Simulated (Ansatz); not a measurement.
According to the program Ansatz at the PBE level (PAW), Sc2B2P in the hexagonal phase (P-6m2; Sc on 2h, P on 1a, B on 1b, B on 1f) relaxes to a = 3.230 Å, c = 7.239 Å. P has 6 nearest neighbours from 2.66 Å (trigonal prismatic). Its formation energy from the elements is -0.87 eV/atom, with no fitted shifts.

Electronic character: metallic (no gap).

An equation-of-state fit gives a bulk modulus of 140 GPa.

The start of the workflow was typed in or built on a structure type; neither database checked (COD, Materials Project) lists it. Its standing as an ambient phase is unchecked. Symmetry was held in the PBE relaxation; its stability against distortions is not shown here. The run is not spin-polarised. The references are the lowest solids computed at this level, not always the standard phases.

Potentials: the earlier of the program's two PAW sets.
